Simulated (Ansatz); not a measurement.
Not every guess gives a structure. This one for Mg2SiN2 was tried:

Recipe of this trial structure of Mg2SiN2: random cell by space group and Wyckoff sites (I4mm, No. 107). Its size is a rough estimate.

```xyz
5
Lattice="-3.2499 3.2499 2.6590 3.2499 -3.2499 2.6590 3.2499 3.2499 -2.6590" Properties=species:S:1:pos:R:3 pbc="T T T"
Mg    3.2499    0.0000    2.0757
Mg    0.0000    3.2499    2.0757
Si    0.0000    0.0000    4.3268
N     0.0000    3.2499    1.2377
N     3.2499    0.0000    1.2377
```

Method: DFT PBE, scalar-relativistic, plane waves, PAW (Ansatz 0.2.0).

Input of a coarse relaxation:

```yaml
crystal:
  lattice:
    - [-3.24989737, 3.24989737, 2.65902804]
    - [3.24989737, -3.24989737, 2.65902804]
    - [3.24989737, 3.24989737, -2.65902804]
  atoms:
    - { symbol: Mg, position: [0.39031537, 0.89031537, 0.5] }
    - { symbol: Mg, position: [0.89031537, 0.39031537, 0.5] }
    - { symbol: Si, position: [0.81361195, 0.81361195, 0.0] }
    - { symbol: "N", position: [0.73273415, 0.23273415, 0.5] }
    - { symbol: "N", position: [0.23273415, 0.73273415, 0.5] }
basis:
  ecutwfc: 420
kpoints:
  mp_grid: { grid: [4, 4, 4] }
hamiltonian:
  xc: pbe
scf:
  occupations: { method: gaussian, width: 0.1 }
  lower_state_search: "off"
output:
  forces: true
  stress: true
  eigenvalues: true
relax:
  adjacent_minimum: "off"
  f_tol: 0.04
  max_steps: 70
  cell: { stress_tol: 0.4 }
```

```bash
ansatz run input.yaml --threads 1 --pin off --max-ram 2560MiB --backend cpu --events-out ev --progress --plain --runs-dir out
```

Last lines of the log:

```
SCF iter   5: F=—  HF=-5165.261426 eV  |F-HF|=—  |Δ(HF+E_count)|=    2.78e1  Δρ=1.25e-1  dr2=3.78e1  ethr=1.77e-3  ⟨swp⟩=9.9  Hψ=1860  notcnv=0  defer=11
SCF iter   6: F=—  HF=-5157.178395 eV  |F-HF|=—  |Δ(HF+E_count)|=    8.08e0  Δρ=7.03e-2  dr2=1.30e1  ethr=1.77e-3  ⟨swp⟩=7.8  Hψ=909  notcnv=0  defer=8
SCF iter   7: F=—  HF=-5153.912091 eV  |F-HF|=—  |Δ(HF+E_count)|=    3.27e0  Δρ=3.05e-2  dr2=6.02e-1  ethr=1.77e-3  ⟨swp⟩=7.6  Hψ=920  notcnv=0  defer=3
SCF iter   8: F=—  HF=-5153.852511 eV  |F-HF|=—  |Δ(HF+E_count)|=   5.96e-2  Δρ=1.27e-2  dr2=5.19e-1  ethr=1.77e-3  ⟨swp⟩=6.0  Hψ=692  notcnv=0  defer=5
SCF iter   9: F=—  HF=-5153.789489 eV  |F-HF|=—  |Δ(HF+E_count)|=   6.30e-2  Δρ=5.88e-3  dr2=8.43e-2  ethr=1.53e-3  ⟨swp⟩=5.8  Hψ=528  notcnv=0  defer=6
SCF iter  10: F=—  HF=-5153.778018 eV  |F-HF|=—  |Δ(HF+E_count)|=   1.15e-2  Δρ=2.55e-3  dr2=1.22e-2  ethr=2.48e-4  ⟨swp⟩=2.0  Hψ=388  notcnv=0  defer=3
SCF iter  11: F=—  HF=-5153.775882 eV  |F-HF|=—  |Δ(HF+E_count)|=   2.14e-3  Δρ=5.45e-4  dr2=6.92e-4  ethr=3.59e-5  ⟨swp⟩=2.8  Hψ=449  notcnv=0  defer=3
SCF iter  12: F=—  HF=-5153.775808 eV  |F-HF|=—  |Δ(HF+E_count)|=   7.32e-5  Δρ=3.91e-4  dr2=3.90e-4  ethr=2.04e-6  ⟨swp⟩=1.9  Hψ=343  notcnv=0  defer=3
SCF iter  13: F=—  HF=-5153.775740 eV  |F-HF|=—  |Δ(HF+E_count)|=   6.81e-5  Δρ=6.33e-5  dr2=1.12e-5  ethr=1.15e-6  ⟨swp⟩=1.8  Hψ=303  notcnv=0  defer=3
SCF iter  14: F=—  HF=-5153.775723 eV  |F-HF|=—  |Δ(HF+E_count)|=   1.76e-5  Δρ=1.26e-5  dr2=3.70e-7  ethr=3.29e-8  ⟨swp⟩=2.8  Hψ=450  notcnv=0  defer=3
SCF iter  15: F=-5153.775723 eV  HF=-5153.775723 eV  |F-HF|=2.17e-8  |Δ(HF+E_count)|=   5.04e-8  Δρ=3.98e-6  dr2=3.18e-8  ethr=2.94e-10  ⟨swp⟩=14.5  Hψ=2421  notcnv=0
Error: refused after 15 iterations: one_centre_occupation = 2.84e0 (threshold 2.00e0); read on the Mg atom at site 1 (counted from 0), in its partial waves of l = 2. The loop had accepted its state. The figure is how many electrons the atom's PAW partial-wave expansion lays in one spin orbital insid
```

Q: Why is there no result?

A: The SCF loop converged, but the program refused the state. The PAW expansion on Mg put 2.84 electrons into one spin orbital, where the Pauli principle allows one. The run has most likely filled a ghost state of the dataset, or the PAW spheres overlap too strongly; at the start of this run the shortest distance is 0.84 Å. No property of the compound can be read from it.

Time: 8 s on 1 thread of Arm Neoverse V2, with other jobs on the host, peak memory 0.3 GiB.
